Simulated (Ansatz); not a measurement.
Trial structure of AlO4, not yet relaxed:

```yaml
crystal:
  lattice:
    - [3.85647, 0.00000, 0.00000]
    - [0.00000, 3.85647, 0.00000]
    - [0.00000, 0.00000, 3.85647]
  atoms:
    - { symbol: Al, position: [0.50000, 0.50000, 0.50000] }
    - { symbol: O, position: [0.00000, 0.50000, 0.50000] }
    - { symbol: O, position: [0.50000, 0.00000, 0.50000] }
    - { symbol: O, position: [0.50000, 0.50000, 0.00000] }
    - { symbol: O, position: [0.00000, 0.00000, 0.00000] }
```

All numbers below come from Ansatz 0.2.0, DFT PBE, scalar-relativistic, plane waves, PAW. Plane waves to 420 eV, a k mesh through Γ of 4×4×4 on the computed 5-atom cell and Gaussian smearing (0.10 eV); collinear spin from starting moments 0.0 1.0 1.0 1.0 1.0 μB.

Energies over the elements count from the elements' standard structures at the same level (O₂ as a molecule), with no fitted energy shifts.

Question: How far from equilibrium is it?

Answer: The pressure is -9.6 GPa (it wants to contract), the largest force is 0.00 eV/Å (symmetry fixes the atoms), and the energy is −0.31 eV/atom against the elements. The shortest distance is 1.93 Å.

Question: How much does it gain on relaxing, and where does it end?

Answer: Relaxing gains under 0.1 eV/atom (the start's value is from the coarse mesh, so the gain is rough) in 9 ionic steps and ends at −0.34 eV/atom on the finer mesh. The symmetry stays Pm-3m (No. 221). The volume per atom shrinks by 8.7 %, from 11.5 to 10.5 Å³. The shortest distance goes from 1.93 Å (Al–O) to 1.87 Å (Al–O). Conventional cell: a = 3.741 Å. Around Al lie 6 O at 1.87 Å; around O on a site of symmetry 4/mmm lie 2 Al at 1.87 Å and 12 O at 2.65 Å; O on a site of symmetry m-3m is surrounded by 12 O at 2.65 Å (long contacts).

The last run used collinear spin, a 10×10×10 mesh for its 5-atom cell and Gaussian smearing of 0.10 eV. Another magnetic order may lie lower. The relaxation can't lower the symmetry of the start. A later test with randomly moved atoms ended 15 meV/atom lower on a coarse mesh, in Cm at a loose tolerance, which is no clear verdict on its stability.
